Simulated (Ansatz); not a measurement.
According to plane-wave PAW PBEsol (Ansatz code), Al$_{2}$Au in the fluorite or antifluorite type structure (Fm-3m) relaxes to a = 6.003 Å. Au has 8 nearest neighbours from 2.60 Å (cubic). Its formation energy from the elements is -0.45 eV/atom, with no fitted shifts.

Electronic character: metallic (no gap). Gap from PBEsol with spin–orbit coupling: none (metallic).

The bulk modulus is 115 GPa. The relaxed-ion elastic constants in GPa are C11 = 153, C12 = 96.0, C44 = 52.0. The elastic constants imply a Debye temperature near 294 K. The highest mode at Γ lies at 263 cm⁻¹.

The cell was relaxed with PBEsol under the symmetry of its start; of distortions, only those at the zone centre were tested. As this level gives no gap, shear constants depend on the k-mesh and smearing (Fermi–Dirac, 0.1 eV here). As this level gives no gap, phonon frequencies hold no LO–TO term and depend on the k-mesh and smearing (Fermi–Dirac, 0.1 eV here). The references are the lowest solids computed at this level, not always the standard phases. Scalar-relativistic: spin–orbit coupling is off unless named, which matters more the heavier the elements.

Potentials: the later of the program's two PAW sets.
